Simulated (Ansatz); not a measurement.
A relaxed structure of Zr is spoiled in several ways and relaxed again each time (squeezed and stretched starts keep its symmetry, which their runs cannot lower; pressure is positive under compression). Level of theory: r2SCAN (plane waves to 500 eV, PAW, scalar-relativistic; Ansatz, a quantum-chemistry and plane-wave program).

```cif
data_Zr2
_chemical_formula_sum 'Zr2'
_space_group_name_H-M_alt 'P63/mmc'
_space_group_IT_number 194
_space_group_name_Hall '-P 6c 2c'
_cell_length_a 3.24602
_cell_length_b 3.24602
_cell_length_c 5.15071
_cell_angle_alpha 90.000
_cell_angle_beta 90.000
_cell_angle_gamma 120.000
loop_
_atom_site_label
_atom_site_type_symbol
_atom_site_symmetry_multiplicity
_atom_site_Wyckoff_symbol
_atom_site_fract_x
_atom_site_fract_y
_atom_site_fract_z
_atom_site_occupancy
Zr1 Zr 2 d 0.66667 0.33333 0.25000 1
```

```json
[
 {"change": "deformed by the Cartesian strain tensor (xx, yy, zz, yz, xz, xy) = (0.019, -0.112, -0.137, 0.028, 0.028, 0.016)", "first pressure (GPa)": "___", "largest first force (eV/Å)": "0.47", "released (eV/atom)": "___", "moves": "12", "outcome": "___", "final group": "___", "E − E(parent) (eV/atom)": "___"},
 {"change": "stretched uniformly to 130 % of its volume", "first pressure (GPa)": "-16.0", "largest first force (eV/Å)": "0.00", "released (eV/atom)": "0.43", "moves": "10", "outcome": "___", "final group": "___", "E − E(parent) (eV/atom)": "___"}
]
```

Task: What belongs in the gaps?

Result: 
- deformed by the Cartesian strain tensor (xx, yy, zz, yz, xz, xy) = (0.019, -0.112, -0.137, 0.028, 0.028, 0.016), first pressure (GPa): 33.7
- deformed by the Cartesian strain tensor (xx, yy, zz, yz, xz, xy) = (0.019, -0.112, -0.137, 0.028, 0.028, 0.016), released (eV/atom): 0.55
- deformed by the Cartesian strain tensor (xx, yy, zz, yz, xz, xy) = (0.019, -0.112, -0.137, 0.028, 0.028, 0.016), outcome: returns to the parent
- deformed by the Cartesian strain tensor (xx, yy, zz, yz, xz, xy) = (0.019, -0.112, -0.137, 0.028, 0.028, 0.016), final group: P6₃/mmc
- deformed by the Cartesian strain tensor (xx, yy, zz, yz, xz, xy) = (0.019, -0.112, -0.137, 0.028, 0.028, 0.016), E − E(parent) (eV/atom): 0.00
- stretched uniformly to 130 % of its volume, outcome: returns to the parent
- stretched uniformly to 130 % of its volume, final group: P6₃/mmc
- stretched uniformly to 130 % of its volume, E − E(parent) (eV/atom): 0.00

First-step values come from each run's starting, coarser k-mesh (12×13×7, 11×11×6). Each cell has its own k-point mesh; energy differences are given only to the digits this allows. No spin polarisation in the result.
